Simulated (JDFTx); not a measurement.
Al(110) slab cut from bulk Al (space group Fm-3m, indices of the conventional cell, lattice of the Materials Project entry mp-134, not re-optimised): 8 atoms in 8 planes, a 1x1 cell of 11.54 Å² (|a| = 2.856, |b| = 4.039 Å), 9.9 Å between the outermost planes, cell height 26.0 Å, 8×6×1 k mesh, Fermi smearing 0.01 Ha, no spin polarisation.

Method: PBE, GBRV ultrasoft potentials, plane waves to 20/100 Ha, in JDFTx (a modified build). Liquid: linear PCM (GLSSA13), water, 0.5 M KCl. The neutral cell holds 24 valence electrons and has two faces of 11.535 Å² each. Last filling lines of the neutral and of a charged run (μ in hartree, zero in the bulk liquid):

```
FillingsUpdate:  mu: -0.143090018  nElectrons: 24.000000
FillingsUpdate:  mu: -0.109880000  nElectrons: 24.191403
```

Working it through: both potentials, by the convention U = −μ/e − 4.44 V vs SHE, the surface charge density and the mean capacitance.

U_pzc = 0.14309 × 27.2114 − 4.44 = -0.55 V; U = 0.10988 × 27.2114 − 4.44 = -1.45 V. The cell has 0.1914 excess electrons, a net charge of -0.1914 e, shared by two faces: σ = -0.1914 e / (2 × 11.535 Å²) = -0.00830 e/Å² = -13.3 μC/cm² (1 e/Å² = 1602.18 μC/cm²). C = σ/(U − U_pzc) = -13.3/-0.90 ≈ 15 μF/cm².
